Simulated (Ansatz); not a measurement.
Relaxed ZnSe (zinc blende):

```xyz
4
Lattice="0.0000 5.7330 5.7330 2.8665 2.8665 5.7330 2.8665 2.8665 0.0000" Properties=species:S:1:pos:R:3 pbc="T T T"
Se     4.2998     4.2998     4.2998
Se     4.2998     7.1663     7.1663
Zn     0.0000     0.0000     0.0000
Zn     0.0000     2.8665     2.8665
```

A phonon eigenvector at X = (0.5, 0.5, 0.0) is frozen into this cell: atom i moves by Q times the vector below, so Q is the largest atomic displacement, in Å. The cell is held. It is one choice among 2 degenerate patterns. (q is in reciprocal vectors of the primitive cell; the cell shown is doubled to hold the pattern.)

```json
[
 {"atom": "Se1", "x": "0.691", "y": "0.000", "z": "0.000"},
 {"atom": "Se2", "x": "-0.691", "y": "0.000", "z": "0.000"},
 {"atom": "Zn3", "x": "0.000", "y": "1.000", "z": "0.000"},
 {"atom": "Zn4", "x": "0.000", "y": "-1.000", "z": "0.000"}
]
```

All values below come from PBE (plane waves to 420 eV, PAW, scalar-relativistic; Ansatz, a program for electronic structure). k mesh 10×10×10 (Γ-centred), Fermi-Dirac smearing 0.05 eV. Energies are smeared free energies. Compression counts positive. The PAW data are Ansatz's earlier set. ZnSe was relaxed with its symmetry unable to fall. ΔE is measured from the undisplaced structure.

```tsv
Q (Å)	ΔE (meV/cell)	P (GPa)	−dE/dQ from forces (eV/Å)
-0.280	___	-0.66	1.007
-0.233	___	-0.46	0.834
-0.187	61.8	-0.30	0.665
-0.140	___	-0.17	0.497
-0.093	15.4	-0.08	0.330
-0.047	___	-0.02	0.165
0.000	0.0	0.00	0.000
0.047	___	-0.02	-0.165
0.093	15.4	-0.08	-0.330
0.140	___	-0.17	-0.497
0.187	61.8	-0.30	-0.665
0.233	___	-0.46	-0.834
0.280	___	-0.66	-1.007
```

Task: Fill in the missing entries.

Result: 
- -0.280, ΔE (meV/cell): 139.7
- -0.233, ΔE (meV/cell): 96.8
- -0.140, ΔE (meV/cell): 34.7
- -0.047, ΔE (meV/cell): 3.9
- 0.047, ΔE (meV/cell): 3.9
- 0.140, ΔE (meV/cell): 34.7
- 0.233, ΔE (meV/cell): 96.8
- 0.280, ΔE (meV/cell): 139.7

(A displaced cell: forces are minus the slopes of the energy, force constants its curvatures, and phonons follow from these.)
